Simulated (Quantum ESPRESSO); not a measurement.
# Si3BNC3: convergence and cost over cutoff and k mesh

A calculation, not a measurement. The program is pw.x of Quantum ESPRESSO 7.5 (plane-wave density functional theory). The cell is made up: 8 atoms on a zincblende/diamond lattice, with randomly drawn elements, strain and displacements, not relaxed. PseudoDojo standard norm-conserving files (v0.5 for PBE, v0.4.1 for LDA and PBEsol) set the functional; there is no spin polarisation, spin-orbit coupling or dispersion term, and the masses in the input are unused placeholders.

Input of the run in row 4:

```
&control calculation='scf', pseudo_dir='./dojo.nc.sr.pbe.v0_5.standard.upf', outdir='./o', disk_io='medium', tprnfor=.true., tstress=.true. /
&system ibrav=0, nat=8, ntyp=4, nbnd=22, ecutwfc=84.00895049, nosym=.true., tot_charge=0,
 occupations='smearing', smearing='fd', degauss=0.0018374661
/
&electrons conv_thr=7.350e-09, electron_maxstep=60, /
ATOMIC_SPECIES
B 1.0 B.upf
C 1.0 C.upf
N 1.0 N.upf
Si 1.0 Si.upf
CELL_PARAMETERS angstrom
4.4087 -0.0256 0.0016
-0.0256 4.4167 0.0182
0.0016 0.0182 4.5058
ATOMIC_POSITIONS angstrom
Si -0.0178 0.0068 0.0368
Si 0.0589 2.1967 2.3125
B 2.2159 0.0614 2.2466
Si 2.1771 2.1923 -0.1012
N 1.0691 1.107 1.1183
C 1.0321 3.3503 3.4416
C 3.3631 1.0346 3.3607
C 3.3296 3.2704 1.1025
K_POINTS automatic
4 4 4 1 1 1
```

The same cell was run at these settings. Meshes are shifted by half a step, and differences are from the last row, which is itself not exact.

| cutoff (eV) | k mesh | k points solved | threshold (eV) | free energy less the last row's (eV) | pressure (GPa) | largest stress difference (GPa) | largest force difference (eV/Å) | iterations | wall time (s) | k-point pools | processor |
| --- | --- | --- | --- | --- | --- | --- | --- | --- | --- | --- | --- |
| 800 | 2 x 2 x 2 | 4 | 1e-04 | 0.638 | -26.61 | 2.53 | 0.065 | 8 | 10 | 1 | AMD EPYC, Zen 5 class |
| 1143 | 2 x 2 x 2 | 4 | 1e-07 | 0.392 | -23.87 | 0.27 | 0.061 | 13 | 25 | 1 | AMD EPYC, Zen 5 class |
| 711 | 4 x 4 x 4 | 32 | 1e-07 | 0.639 | -29.56 | 5.48 | 0.017 | 12 | 45 | 1 | AMD EPYC, Zen 5 class |
| 1143 | 4 x 4 x 4 | 32 | 1e-07 | 0.004 | -24.13 | 0.02 | 0.002 | 12 | 82 | 1 | AMD EPYC, Zen 5 class |
| 1437 | 6 x 6 x 6 | 108 | 1e-07 | 0.000 | -24.10 | 0.00 | 0.000 | 12 | 437 | 1 | AMD EPYC, Zen 5 class |

Each pool is one process. Wall times include start-up and a band step at six k points, which weighs most on the coarsest meshes. The runs were on shared virtual cores whose load varied, so times are rough.